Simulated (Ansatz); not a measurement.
Rb (bcc (W type), space group No. 229) at seven volumes, PBE (plane waves, PAW; program Ansatz), scaled uniformly. One row is withheld.

| V (Å³/atom) | P (GPa) |
|---|---|
| 82.981 | 0.32 |
| 85.716 | 0.20 |
| 88.452 | 0.09 |
| 91.188 | 0.00 |
| 93.923 | -0.08 |
| 96.659 | ? |
| 99.394 | -0.20 |

Question: Fit the shown pressures and predict the withheld one.

Answer: P = (3/2)B₀(x^(7/2) − x^(5/2))[1 + (3/4)(B′ − 4)(x − 1)] with x = (V₀/V)^(2/3). Least squares on the six rows gives V₀ = 91.181 Å³/atom, B₀ = 2.8 GPa, B′ = 4.22. At V = 96.659, x = 0.9619 and P = -0.14 GPa. The run itself gave -0.14 GPa.

Space group Im-3m (bcc (W type)). Symmetry was held in the PBE relaxation.

Potentials: the earlier of the program's two PAW sets.
